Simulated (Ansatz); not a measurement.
Relaxation of a generated cell, Bi2Se3 placed in the AFLOW prototype A2B3_tP10_127_g_ah (D5_a); 10 atoms in the cell, which starts as P4/mbm (No. 127), tP10; a = b = 8.157 Å, c = 4.325 Å, α = β = γ = 90.00°. Method: PBEsol (plane waves to 420 eV, PAW, scalar-relativistic; Ansatz, an electronic-structure program). Γ-centred k-mesh 3×3×6 on the run's cell (coarser than for final values), Fermi–Dirac smearing 0.05 eV. This is the first round of the run. 

The optimiser's lines from the output (shortened; P is positive under compression):

```
relax step   1: F+E_penalty+E_count = -81520.25489013 eV  Δ(F+E_penalty+E_count) = +0.000e0 eV  max|allowed force component| = 3.026e0 eV/Å  Δτ_max = 0.0000 Å  P = -3.891 GPa  Ω = 287.778 Å³  (10 SCF iters, dr2 threshold 1.00e-7 eV, accepted)
relax step   2: F+E_penalty+E_count = -81522.91560107 eV  Δ(F+E_penalty+E_count) = -2.661e0 eV  max|allowed force component| = 1.176e0 eV/Å  Δτ_max = 0.1949 Å  P = -5.435 GPa  Ω = 277.850 Å³  (9 SCF iters, dr2 threshold 1.00e-6 eV, accepted)
relax step   3: F+E_penalty+E_count = -81524.44037105 eV  Δ(F+E_penalty+E_count) = -1.525e0 eV  max|allowed force component| = 5.997e-1 eV/Å  Δτ_max = 0.1518 Å  P = +3.014 GPa  Ω = 240.207 Å³  (8 SCF iters, dr2 threshold 1.00e-6 eV, accepted)
relax step   4: F+E_penalty+E_count = -81525.05728802 eV  Δ(F+E_penalty+E_count) = -6.169e-1 eV  max|allowed force component| = 2.814e-1 eV/Å  Δτ_max = 0.1877 Å  P = +1.059 GPa  Ω = 247.928 Å³  (8 SCF iters, dr2 threshold 1.00e-6 eV, accepted)
relax step   5: F+E_penalty+E_count = -81525.22854964 eV  Δ(F+E_penalty+E_count) = -1.713e-1 eV  max|allowed force component| = 1.130e-1 eV/Å  Δτ_max = 0.0972 Å  P = +0.372 GPa  Ω = 251.408 Å³  (8 SCF iters, dr2 threshold 1.00e-6 eV, accepted)
relax step   6: F+E_penalty+E_count = -81525.28811005 eV  Δ(F+E_penalty+E_count) = -5.956e-2 eV  max|allowed force component| = 9.567e-2 eV/Å  Δτ_max = 0.1101 Å  P = +0.186 GPa  Ω = 254.233 Å³  (7 SCF iters, dr2 threshold 7.98e-7 eV, accepted)
relax step   7: F+E_penalty+E_count = -81525.30555027 eV  Δ(F+E_penalty+E_count) = -1.744e-2 eV  max|allowed force component| = 2.609e-2 eV/Å  Δτ_max = 0.0530 Å  P = +0.238 GPa  Ω = 256.474 Å³  (7 SCF iters, dr2 threshold 5.72e-7 eV, accepted)
relax step   8: F+E_penalty+E_count = -81525.30819799 eV  Δ(F+E_penalty+E_count) = -2.648e-3 eV  max|allowed force component| = 6.917e-3 eV/Å  Δτ_max = 0.0210 Å  P = -0.047 GPa  Ω = 258.560 Å³  (7 SCF iters, dr2 threshold 2.42e-7 eV, accepted)
relax step   9: F+E_penalty+E_count = -81525.30825668 eV  Δ(F+E_penalty+E_count) = -5.869e-5 eV  max|allowed force component| = 5.598e-3 eV/Å  Δτ_max = 0.0058 Å  P = +0.058 GPa  Ω = 258.436 Å³  (6 SCF iters, dr2 threshold 2.37e-8 eV, accepted)
relax step  10: F+E_penalty+E_count = -81525.30831178 eV  Δ(F+E_penalty+E_count) = -5.510e-5 eV  max|allowed force component| = 3.762e-4 eV/Å  Δτ_max = 0.0028 Å  P = -0.004 GPa  Ω = 258.545 Å³  (6 SCF iters, dr2 threshold 1.45e-8 eV, accepted)
relax step  11: F+E_penalty+E_count = -81525.30647199 eV  Δ(F+E_penalty+E_count) = +1.840e-3 eV  max|allowed force component| = 3.783e-4 eV/Å  Δτ_max = 0.0000 Å  P = -0.005 GPa  Ω = 258.545 Å³  stress off target by 5.72e-3 GPa  SCF on the basis re-selected at this cell (its energy is not comparable with the rows above)  (7 SCF iters)
```

From the first to the last row the energy changes by -0.51 eV/atom and the volume by -10.2 %. The last row is marked as not comparable with the walk above it, whose basis was carried along; it does compare with step 1, since both stand on a basis selected at the nominal cutoff for their own cell.

Later rounds, restarted from the end of this one on a renewed k-mesh, logged 6 more steps and released under 0.01 eV/atom more. The final structure after all rounds: P4/mbm (No. 127), tP10; a = 8.053 Å, b = 8.053 Å, c = 3.971 Å, α = 90.00°, β = 90.00°, γ = 90.00°. Between re-selections the logged energies stand on a plane-wave basis carried along with the cell. No spin polarisation in the result.

The run could not lose the symmetry of its start: the end is stationary, and may be a saddle point rather than a minimum.

The relaxed structure here is a generated cell of Bi2Se3: the first start was made by placing the elements on the sites of a structure type, and the end was not matched to a known phase here, so it may be hypothetical. Known forms of Bi2Se3 include space group No. 166.
